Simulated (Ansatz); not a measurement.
Values for one crystal, relaxed and computed with r²SCAN in the plane-wave PAW code Ansatz; other levels are named.

Volume per atom: 14.44 Å³
Electronic character: metallic (no gap)
Gap with spin–orbit coupling: none (metallic)
Bulk modulus (Birch–Murnaghan fit): 379 GPa
Formation energy from the elements (no fitted shifts): -0.37 eV/atom
Density of states at the Fermi level: 0.54 states/eV per atom (mean over ±0.08 eV)
Pressure derivative B′: 4.8

**Question.** Which of these materials gives this?
A. SrIn2, P6_3/mmc (Sr on 2b, In on 4f)
B. SrIr2, cubic Laves (MgCu2 type)
C. Ir3W, P6_3/mmc (W on 2c, Ir on 6h)
D. GdIr3, Cu3Au type

**Answer.** C, Ir3W, P6_3/mmc (W on 2c, Ir on 6h)

The workflow started from an entry of the Crystallography Open Database (COD). Whether it is the stable phase at ambient conditions was not checked. The r²SCAN relaxation kept the symmetry of its start; its stability against distortions is not shown here. No spin polarisation was allowed. The volume moved by 44 % from the start of the relaxation. The references are the lowest solids computed at this level, not always the standard phases. Scalar-relativistic: spin–orbit coupling is off unless named, which matters more the heavier the elements.

Potentials: the later of the program's two PAW sets.
